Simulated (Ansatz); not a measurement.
Here is the system:

Relaxed Hf (hcp, Mg type):

```
CELL_PARAMETERS angstrom
      6.40825     0.00000     0.00000
     -1.60206     2.77485     0.00000
      0.00000     0.00000     5.06894
ATOMIC_POSITIONS crystal
  Hf 0.16667 0.66667 0.75000
  Hf 0.66667 0.66667 0.75000
  Hf 0.33333 0.33333 0.25000
  Hf 0.83333 0.33333 0.25000
```

In each cell atom 3 (Hf, nearest neighbour Hf at 3.138 Å; its periodic images, 3.2 Å or more away, move with it) moves by s·(0.000, 0.000, 1.000) (along Cartesian z), the rest being held.

The numbers are results of PBE (plane waves to 420 eV, PAW, scalar-relativistic; Ansatz, a quantum-chemistry and plane-wave program), not measurements. k mesh 13×13×8 (Γ-centred), Fermi-Dirac smearing 0.05 eV. E stands for the smeared free energy. Left out: 4 of 11 points, with atoms too close for the PAW data. With partly filled bands, energies and forces of such displacements shift with the k mesh and the smearing. Hf is run without spin polarisation. Hf was relaxed with its symmetry unable to fall. Spin-orbit coupling is left out, though Hf is heavy. The PAW data are Ansatz's earlier set. ΔE is measured from the undisplaced structure.

The scan covers s from -0.564 to 0.564 Å in 7 points.

Problem. Is this a single well or a double well?

Solution. A single well with its minimum at or next to zero displacement.

Problem. Is the energy the same for equal positive and negative displacements?

Solution. Even: the same for both signs. With its periodic images moving along, the atom's site symmetry in this cell is mm2.

Problem. What force acts on the atom along the line at s = -0.564 Å?

Solution. 5.02 eV/Å.

Problem. What is the energy change at s = 0.564 Å?

Solution. 1183 meV/cell.

Problem. What is the force constant k = d²E/ds² of this move at s = 0?

Solution. 5.17 eV/Å².

(For displaced atoms, the force is minus the slope of the energy, and its curvature is a force constant, which sets phonon frequencies.)
